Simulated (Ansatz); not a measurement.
Sheets of one type (M2XT2 MXene (fcc sites)-type), r²SCAN+D4 (plane waves, PAW; program Ansatz); HSE06 gaps on those cells.

```csv
layer,a (Å),thickness (Å)
Ta2H2NO2,2.895,7.71
Mo2H2NO2,2.799,7.71
Nb2H2NO2,2.931,7.60
W2H2NO2,2.782,7.86
Zr2H2NO2,3.280,6.95
Sc2H2NO2,[?],[?]
```

Task: Some entries are withheld; supply them.

Result: 
- Sc2H2NO2, a (Å): 3.193
- Sc2H2NO2, thickness (Å): 6.82

Began spin-polarised and lost the moments: Ta2H2NO2, M2XT2 MXene (fcc sites)-type layer; Mo2H2NO2, M2XT2 MXene (fcc sites)-type layer; Nb2H2NO2, M2XT2 MXene (fcc sites)-type layer; W2H2NO2, M2XT2 MXene (fcc sites)-type layer; Zr2H2NO2, M2XT2 MXene (fcc sites)-type layer; Sc2H2NO2, M2XT2 MXene (fcc sites)-type layer. All cells were relaxed under the symmetry of their starts (and spin orders); stability against distortions was not tested throughout. No Hubbard U is applied. Scalar-relativistic: spin–orbit coupling is off unless named, which matters more the heavier the elements. Constructed layers (a layer type filled with these elements): Ta2H2NO2, M2XT2 MXene (fcc sites)-type layer; Mo2H2NO2, M2XT2 MXene (fcc sites)-type layer; Nb2H2NO2, M2XT2 MXene (fcc sites)-type layer; W2H2NO2, M2XT2 MXene (fcc sites)-type layer; Zr2H2NO2, M2XT2 MXene (fcc sites)-type layer; Sc2H2NO2, M2XT2 MXene (fcc sites)-type layer.

Potentials: the later of the program's two PAW sets.
